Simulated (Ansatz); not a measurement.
An Ansatz (a quantum-chemistry and plane-wave program) run. Input:

Ansatz 0.2 input:
```yaml
crystal:
  lattice:
    - [2.1697453812, 1.2527030799, 7.0778600173]
    - [-2.1697453812, 1.2527030799, 7.0778600173]
    - [0.0, -2.5054061598, 7.0778600173]
  atoms:
    - { symbol: Sn, position: [0.4937767327, 0.4937767327, 0.4937767327] }
    - { symbol: Te, position: [0.2476352623, 0.2476352623, 0.2476352623] }
    - { symbol: Pb, position: [0.005231695, 0.005231695, 0.005231695] }
    - { symbol: Se, position: [0.7533433101, 0.7533433101, 0.7533433101] }
kpoints:
  mp_grid: { grid: [8, 8, 8] }
hamiltonian:
  xc: lda
  pseudopotentials: { kind: paw }
scf:
  occupations: { method: fixed }
phonons:
  method: dfpt
  response_accuracy: low
  eigenvectors: true
  rigid_motions: translations
```

Output (shortened):

```
zone centre: on kpoints.mp_grid the ground state, and the responses unless they are solved on pairs of k-points, stand on 150 of the mesh's 512 k-points, …
Pseudopotentials: kind: paw
Pseudopotential: Sn, paw, valence charge 14
Pseudopotential: Te, paw, valence charge 16
Pseudopotential: Pb, paw, valence charge 14
Pseudopotential: Se, paw, valence charge 16
Functional definition: SPW92
Crystal: 4 atoms, lattice volume = 115.428 Å³
Basis set: ecut = 420 eV, 2297 PW (Γ), exchange–correlation on 108×108×108 points (8 copies of the dense FFT grid, shifted against one another)
Bands: 36, of which v1, the nominal top of the filled ones, is band 30 counted from 1 (29 counted from 0)
Symmetry: 6 space group operations
k-points: 150 of 512 (irreducible under 2 space group operations, time reversal used)
PAW frozen core: Sn, regenerated for the run's functional, and the local potential with it
PAW frozen core: Te, regenerated for the run's functional, and the local potential with it
PAW frozen core: Pb, regenerated for the run's functional, and the local potential with it
PAW frozen core: Se, regenerated for the run's functional, and the local potential with it
Initial wavefunctions: pseudopotential atomic-orbital guess
Eigensolver: davidson
Functional: x = slater, c = lda
SCF iter   1: F=—  HF=-29693.904060 eV  |F-HF|=—  |Δ(HF+E_count)|=         —  Δρ=4.83e-3  dr2=1.83e-2  ethr=1.77e-3  ⟨swp⟩=5.1  Hψ=18801  notcnv=0  defer=533
all-band conjugate gradients solve this SCF's bands
preconditioner: auto → Resta (q_TF=auto, 2.446 Å⁻¹)
SCF iter   2: F=—  HF=-29693.895352 eV  |F-HF|=—  |Δ(HF+E_count)|=   8.71e-3  Δρ=2.36e-3  dr2=3.36e-3  ethr=3.04e-5  ⟨swp⟩=2.8  Hψ=9886  notcnv=0  defer=595
SCF iter   3: F=—  HF=-29693.894351 eV  |F-HF|=—  |Δ(HF+E_count)|=   1.00e-3  Δρ=5.68e-4  dr2=5.66e-4  ethr=5.61e-6  ⟨swp⟩=2.0  Hψ=8496  notcnv=0  defer=595
SCF iter   4: F=—  HF=-29693.894214 eV  |F-HF|=—  |Δ(HF+E_count)|=   1.37e-4  Δρ=1.98e-4  dr2=4.56e-5  ethr=9.44e-7  ⟨swp⟩=2.0  Hψ=9925  notcnv=0  defer=595
SCF iter   5: F=—  HF=-29693.894206 eV  |F-HF|=—  |Δ(HF+E_count)|=   8.01e-6  Δρ=5.43e-5  dr2=4.16e-6  ethr=7.60e-8  ⟨swp⟩=2.0  Hψ=9688  notcnv=0  defer=447
SCF iter   6: F=—  HF=-29693.894154 eV  |F-HF|=—  |Δ(HF+E_count)|=   5.17e-5  Δρ=1.34e-5  dr2=1.46e-7  ethr=6.94e-9  ⟨swp⟩=2.0  Hψ=9688  notcnv=0  defer=378
SCF iter   7: F=—  HF=-29693.894154 eV  |F-HF|=—  |Δ(HF+E_count)|=   1.08e-8  Δρ=4.19e-6  dr2=2.71e-8  ethr=2.43e-10  ⟨swp⟩=2.0  Hψ=8938  notcnv=0  defer=378
SCF iter   8: F=—  HF=-29693.894154 eV  |F-HF|=—  |Δ(HF+E_count)|=  8.26e-10  Δρ=9.46e-7  dr2=1.63e-9  ethr=4.51e-11  ⟨swp⟩=2.0  Hψ=8938  notcnv=0  defer=378
SCF iter  10: F=-29693.894154 eV  HF=-29693.894154 eV  |F-HF|=7.28e-12  |Δ(HF+E_count)|=  3.64e-12  Δρ=8.37e-8  dr2=1.13e-11  ethr=1.00e-12  ⟨swp⟩=13.9  Hψ=38179  notcnv=0
SCF 1 converged in 10 iterations: F = -29693.894154 eV  dr2 = 1.13e-11
DFPT response loops at Γ: preconditioner auto → Resta (q_TF=auto, 2.446 Å⁻¹)  ε∞=19.5 (no band partly filled) …
SCF converged after 10 iterations
Free energy (F): -29693.894154 eV
Harris-Foulkes:  -29693.894154 eV  (|F-HF|=7.28e-12)
Internal energy: -29693.894154 eV  (E = F + TS)
E sigma→0 (E₀):  -29693.894154 eV
Fermi energy:    9.567103 eV
--- Per-component energies (eV) ---
  E_band       = -768.594948
  E_kinetic    = 777.486863
  E_local      = -5620.054329  (includes V_loc(G=0)·N_el)
  E_nonlocal   = -568.130366
  E_hartree    = 2966.630755
  E_xc         = -828.046781
  E_vxc        = -438.188614  (∫ρ·V_xc dr)
  E_paw        = -20429.685222  (= ΣΔE_a)
  E_vpaw       = -852.969329  (= ΣTr[D̂ρ^β])
  E_aug_tail   = -0.000774  (compensation charges beyond the density's cutoff)
  E_ewald      = -5995.337509
  E_core_change = 3.243208  (= ΣΔE_core)
  E_smearing   =  0.000000  (= −TS)
  E_closure    =  0.000000  (closes the sum)
  Σ components = -29693.894154   (vs F -29693.894154, Δ=0.00e0)
  [band-id]    e_kinetic+e_local+e_nonlocal+2·e_hartree+e_vxc+e_vpaw+e_augmentation_tail = -768.595039   (vs E_band -768.594948, Δ=-9.10e-5)
--- Band table (eV; the first three rows and the last of 150) ---
  k-point 0: bands = ["-38.3261", "-38.3261", "-38.3123", "-38.3123", "-38.3060", "-27.0673", "-27.0673", "-27.0664", "-27.0501", "-27.0501", "-11.9557", "-11.9557", "-11.9444", "-11.9394", "-11.9394", "-7.4581", "-7.4581", "-7.4326", "-7.4211", "-7.4211", "-4.2679", "-2.3584", "0.6749", "4.1133", "7.2013", "7.2013", "7.5089", "8.2029", "8.2029", "9.5591", "9.8104", "10.5028", "10.5028", "13.6380", "13.6380", "13.6514"]
  k-point 1: bands = ["-38.3261", "-38.3261", "-38.3123", "-38.3123", "-38.3060", "-27.0674", "-27.0673", "-27.0663", "-27.0501", "-27.0499", "-11.9576", "-11.9548", "-11.9434", "-11.9398", "-11.9386", "-7.4664", "-7.4547", "-7.4296", "-7.4234", "-7.4198", "-4.1649", "-2.2727", "0.7954", "3.6450", "6.6749", "7.0347", "7.4283", "7.9315", "8.0403", "8.7096", "10.5683", "10.9597", "12.1906", "12.3501", "13.3643", "13.4120"]
  k-point 2: bands = ["-38.3261", "-38.3261", "-38.3123", "-38.3123", "-38.3060", "-27.0676", "-27.0673", "-27.0660", "-27.0501", "-27.0494", "-11.9625", "-11.9533", "-11.9426", "-11.9389", "-11.9363", "-7.4879", "-7.4490", "-7.4313", "-7.4185", "-7.4141", "-3.8860", "-2.0447", "1.0361", "2.8523", "5.2584", "6.6828", "7.1682", "7.4763", "7.7451", "8.8333", "10.7081", "11.7759", "11.8200", "12.9762", "13.1084", "14.1602"]
  k-point 149: bands = ["-38.3261", "-38.3261", "-38.3123", "-38.3123", "-38.3060", "-27.0673", "-27.0673", "-27.0663", "-27.0501", "-27.0501", "-11.9557", "-11.9557", "-11.9443", "-11.9394", "-11.9394", "-7.4581", "-7.4581", "-7.4322", "-7.4211", "-7.4211", "-4.1338", "-2.7534", "1.6876", "3.0068", "7.2031", "7.2031", "8.0732", "8.0732", "8.3149", "8.6743", "11.3028", "11.6362", "11.6362", "11.7949", "11.9359", "11.9359"]
  band table: 36 of 36 bands, residual norms ≤ 1.0e-3 eV
--- Phonons (Γ-DFPT): 8 representative perturbations + reference, on 150 of 512 k-points (Σ response iterations 23) ---
  k mesh reduced under 2 symmetry operations, with k and −k counted as one. Each operation leaves every solved perturbation unchanged …
  ASR residual: 8.485e-4 → 0.000e0 eV/Å²; symmetrization residual: 3.936e-4 eV/Å²
  ASR residual per site (eV/Å²): 8.49e-4 1.88e-4 4.31e-4 6.30e-4
  Γ frequencies (cm⁻¹): 0.00 0.00 0.00 41.99 41.99 46.52 68.92 68.92 114.39 114.39 116.29 125.56
  non-analytic LO–TO correction: not included (Born effective charges unavailable; polar crystals: no LO–TO splitting at Γ)
```

Cost: roughly 17 core-minutes on shared cores.

Space group R3m. The first step of the workflow began from a Materials Project structure, measured or hypothetical; the Crystallography Open Database copy checked does not list it. With Sn and Pb taken as one species the cell has the higher symmetry R-3m, so it may be an ordered model of a mixed-site phase. Its standing as an ambient phase is unchecked. Symmetry was held in the LDA relaxation; of distortions, only those at the zone centre were tested. Scalar-relativistic: spin–orbit coupling is off unless named, which matters more the heavier the elements.

Potentials: the later of the program's two PAW sets.

Ansatz is a plane-wave DFT program.
